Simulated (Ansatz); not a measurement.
# SrTiO3: how strain makes field gradients

```
CELL_PARAMETERS angstrom
3.90500 0.00000 0.00000
0.00000 3.90500 0.00000
0.00000 0.00000 3.90500
ATOMIC_POSITIONS crystal
Sr 0.00000 0.00000 0.00000
Ti 0.50000 0.50000 0.50000
O 0.00000 0.50000 0.50000
O 0.50000 0.00000 0.50000
O 0.50000 0.50000 0.00000
```

Atoms are numbered in the order listed.

The cell is COD entry 7212245, as deposited and not checked against the literature; nothing was relaxed.

Computed with DFT, PBEsol, all-electron PAW with datasets made for the crystal, scalar-relativistic (Ansatz 0.2.0).

Settings: a Γ-centred 7×7×7 k mesh, Fermi–Dirac smearing of 0.05 eV, cutoff 540 eV (chosen by the program for this cell), no spin polarisation.

The cell is scaled evenly. Fractional coordinates are held (clamped ions).

The columns are Cartesian components of the electric field gradient at the nuclei, in 10²¹ V/m².

Spin–orbit coupling is left out, which moves gradients at and beside heavy atoms by some per cent and at worst by a factor of two.

Only quantities that a quadratic follows smoothly over the whole series are listed; rougher ones are left out.

```tsv
ln(V/Vcell)	Vzz at O3
-0.0202	-0.41
0.0000	-0.51
0.0100	-0.56
0.0198	-0.61
```

**Question.** Fit the series and give the gradient–strain slopes.

**Answer.** Least-squares fits y = p0 + p1 x + p2 x² to the rows give Vzz at O3: p1 = -5, p2 = -2.7. The slopes p1 are in 10²¹ V/m² per unit strain, for clamped ions.

**Question.** One run, at ln(V/Vcell) = -0.0101, is withheld. Predict its row.

**Answer.** The fits give -0.46; the run gave -0.46.
